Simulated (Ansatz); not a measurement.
An Ansatz (a quantum-chemistry and plane-wave program) run. Input:

Ansatz 0.2 input:
```yaml
crystal:
  lattice:
    - [2.6425850738, 0.0, 0.0]
    - [0.0, 2.6425850738, 0.0]
    - [0.0, 0.0, 5.3566055632]
  atoms:
    - { symbol: Ga, position: [0.0, 0.0, 0.5] }
    - { symbol: As, position: [0.0, 0.0, 0.0] }
kpoints:
  mp_grid: { grid: [32, 32, 16] }
hamiltonian:
  xc: lda
  pseudopotentials: { azcp: { folder: ./paw }, kind: paw }
scf:
  occupations: { method: fermi_dirac, width: 0.1 }
elastic: { mode: relaxed_ion, stencil: two_point, amplitude: 0.005, f_tol: 0.0005 }
```

Output (shortened):

```
Pseudopotential: Ga, paw, valence charge 13
Pseudopotential: As, paw, valence charge 15
Functional definition: SPW92
Crystal: 2 atoms, lattice volume = 37.407 Å³
Basis set: ecut = 420 eV, 733 PW (Γ)
Bands: 18, of which v1, the nominal top of the filled ones, is band 14 counted from 1 (13 counted from 0)
Symmetry: 16 space group operations
Space group: P4/mmm (ITA 123), of the structure as read, at distance tolerance 3.3e-5 Å
k-points: 1377 of 16384
the search or the solves at the SCF's close seem to have found levels that the self-consistency loop had missed (the run counts 1) …
SCF 1 converged in 11 iterations: F = -8480.567428 eV  dr2 = 2.14e-14
Crystal: 2 atoms, lattice volume = 37.220 Å³
Symmetry: 8 space group operations
k-points: 2601 of 16384
SCF 2 converged in 9 iterations: F = -8480.566353 eV  dr2 = 3.70e-16
Crystal: 2 atoms, lattice volume = 37.594 Å³
SCF 3 converged in 7 iterations: F = -8480.567409 eV  dr2 = 8.94e-15
Crystal: 2 atoms, lattice volume = 37.220 Å³
SCF 4 converged in 8 iterations: F = -8480.568643 eV  dr2 = 2.55e-14
Crystal: 2 atoms, lattice volume = 37.594 Å³
Basis set: ecut = 420 eV, 741 PW (Γ)
SCF 5 converged in 6 iterations: F = -8480.565272 eV  dr2 = 3.32e-14
Crystal: 2 atoms, lattice volume = 37.406 Å³
Basis set: ecut = 420 eV, 735 PW (Γ)
Symmetry: 4 space group operations
k-points: 4386 of 16384
SCF 6 converged in 7 iterations: F = -8480.567372 eV  dr2 = 1.75e-14
Crystal: 2 atoms, lattice volume = 37.406 Å³
SCF 7 converged in 5 iterations: F = -8480.567372 eV  dr2 = 8.47e-14
Crystal: 2 atoms, lattice volume = 37.406 Å³
k-points: 2457 of 16384
SCF 8 converged in 6 iterations: F = -8480.567406 eV  dr2 = 7.60e-14
Crystal: 2 atoms, lattice volume = 37.406 Å³
SCF 9 converged in 6 iterations: F = -8480.567406 eV  dr2 = 2.10e-15
SCF converged after 11 iterations
Free energy (F): -8480.567428 eV
Harris-Foulkes:  -8480.567428 eV  (|F-HF|=0.00e0)
Internal energy: -8480.540620 eV  (E = F + TS)
E sigma→0 (E₀):  -8480.554024 eV
Entropy (-TS):   -0.026808 eV (-13.404 meV/atom)
Fermi energy:    10.423494 eV
--- Per-component energies (eV) ---
  E_band       = -261.340904
  E_kinetic    = 210.336100
  E_local      = -3088.970238  (includes V_loc(G=0)·N_el)
  E_nonlocal   = -484.163115
  E_hartree    = 1875.994104
  E_xc         = -134.494923
  E_vxc        = -131.799103  (∫ρ·V_xc dr)
  E_paw        = -3842.492958  (= ΣΔE_a)
  E_vpaw       = -518.732567  (= ΣTr[D̂ρ^β])
  E_aug_tail   = -0.000186  (compensation charges beyond the density's cutoff)
  E_ewald      = -3020.553114
  E_core_change = 3.803710  (= ΣΔE_core)
  E_smearing   = -0.026808  (= −TS)
  E_closure    = 0.000000  (closes the sum)
  Σ components = -8480.567428   (vs F -8480.567428, Δ=0.00e0)
--- Forces (eV/Å), atoms counted from 1 ---
  atom   1  Ga     0.00000000     0.00000000     0.00000000
  atom   2  As     0.00000000     0.00000000     0.00000000
  max |Σ_I F_I| component: 0.0 eV/Å
--- Stress (GPa, compression-positive) ---
        0.446062       0.000000       0.000000
        0.000000       0.446062       0.000000
        0.000000       0.000000      -1.451987
  P = ⅓ Tr σ = -0.1866 GPa (-1.866 kbar)
--- Band table (eV; the first three rows and the last of 1377) ---
  k-point 0: bands = ["-25.6329", "-25.5216", "-25.5023", "-25.4763", "-25.4763", "-4.8674", "-4.7930", "-4.3451", "-4.3451", "-4.2539", "-3.8095", "2.1028", "4.4270", "15.8909", "15.8909", "17.0087", "20.2807", "20.7477"]
  k-point 1: bands = ["-25.6329", "-25.5216", "-25.5023", "-25.4763", "-25.4763", "-4.8674", "-4.7889", "-4.3451", "-4.3451", "-4.2539", "-3.8057", "1.9754", "4.6064", "15.8970", "15.8970", "16.6752", "20.2877", "21.0105"]
  k-point 2: bands = ["-25.6329", "-25.5215", "-25.5023", "-25.4763", "-25.4763", "-4.8673", "-4.7772", "-4.3452", "-4.3452", "-4.2539", "-3.7946", "1.6778", "5.0606", "15.8941", "15.9144", "15.9144", "20.3080", "21.5067"]
  k-point 1376: bands = ["-25.5779", "-25.5102", "-25.5102", "-25.4558", "-25.4542", "-4.7132", "-4.5454", "-4.5454", "-4.3733", "-4.0960", "3.5777", "7.1396", "7.1396", "8.9980", "10.7907", "10.7907", "14.0628", "15.8728"]
--- Elastic constants: 4 strain directions × 2 members + reference (group order 16) ---
  dense FFT box of the reference and of every strained cell: 18×18×36
  strains applied: 11, 33, 23, 12; error gains …
  C = ∂σ_k/∂η_j (tension-positive GPa; Voigt order 11 22 33 23 13 12):
       187.726     36.530     22.651      0.000      0.000      0.000
        36.530    187.726     22.651      0.000      0.000      0.000
        20.791     20.791    161.420      0.000      0.000      0.000
         0.000      0.000      0.000     19.579      0.000      0.000
         0.000      0.000      0.000      0.000     19.579      0.000
         0.000      0.000      0.000      0.000      0.000      7.376
  reference stress σ⁰ (GPa):     -0.446     -0.446      1.452      0.000      0.000      0.000
  moduli (Voigt/Reuss/Hill, GPa): K = 77.42/76.61/77.02   G = 39.77/18.93/29.35   E = 78.12   ν = 0.331
  mechanically stable: yes (min eigenvalue of sym C = 7.38 GPa)
  strain η (Voigt 11):  stress-route row diagonal C_11 = 187.73 GPa, energy-path curvature d²(F+E_count+ΔE)/dδ²/Ω₀ = 187.75 GPa
         δ    σ_11 (GPa)             F (eV)   n_scf  n_hpsi   n_pw
    -5.000e-3      -1.4041       -8480.5663527       9  1049389    748   relax 0 steps, max|allowed force component| 0.0 eV/Å
     5.000e-3       0.4732       -8480.5674085       7  917209    758   relax 0 steps, max|allowed force component| 0.0 eV/Å
  strain η (Voigt 33):  stress-route row diagonal C_33 = 161.42 GPa, energy-path curvature d²(F+E_count+ΔE)/dδ²/Ω₀ = 161.42 GPa
         δ    σ_33 (GPa)             F (eV)   n_scf  n_hpsi   n_pw
    -5.000e-3       0.6210       -8480.5686430       8  471667    750   relax 0 steps, max|allowed force component| 0.0 eV/Å
     5.000e-3       2.2352       -8480.5652718       6  379041    758   relax 0 steps, max|allowed force component| 0.0 eV/Å
  strain η (Voigt 23):  stress-route row diagonal C_44 = 19.58 GPa, energy-path curvature d²(F+E_count+ΔE)/dδ²/Ω₀ = 19.33 GPa
         δ    σ_23 (GPa)             F (eV)   n_scf  n_hpsi   n_pw
    -5.000e-3      -0.0979       -8480.5673721       7  1346618    752   relax 0 steps, max|allowed force component| 0.00e0 eV/Å
     5.000e-3       0.0979       -8480.5673721       5  1130724    752   relax 0 steps, max|allowed force component| 0.00e0 eV/Å
  strain η (Voigt 12):  stress-route row diagonal C_66 = 7.38 GPa, energy-path curvature d²(F+E_count+ΔE)/dδ²/Ω₀ = 7.61 GPa
         δ    σ_12 (GPa)             F (eV)   n_scf  n_hpsi   n_pw
    -5.000e-3      -0.0369       -8480.5674064       6  724131    752   relax 0 steps, max|allowed force component| 0.0 eV/Å
     5.000e-3       0.0369       -8480.5674064       6  655581    752   relax 0 steps, max|allowed force component| 0.0 eV/Å
```

Cost: very roughly 4 core-minutes on shared cores.

The workflow started from a Materials Project entry (that database holds measured and hypothetical structures alike); the Crystallography Open Database copy checked does not list it. It is not the phase usual at ambient conditions (space group No. 216). Symmetry was held in the LDA relaxation; its stability against distortions is not shown here. As this level gives no gap, shear constants depend on the k-mesh and smearing (Fermi–Dirac, 0.1 eV here). On the denser mesh and wider smearing of the elastic run this cell carries a stress of 1.5 GPa. Spin–orbit coupling is left out wherever it is not named.

Potentials: the earlier of the program's two PAW sets. The files were generated under PBE; for other functionals the program regenerates the frozen cores, and for LDA and PBEsol the local potential too.

Ansatz is a plane-wave DFT program.
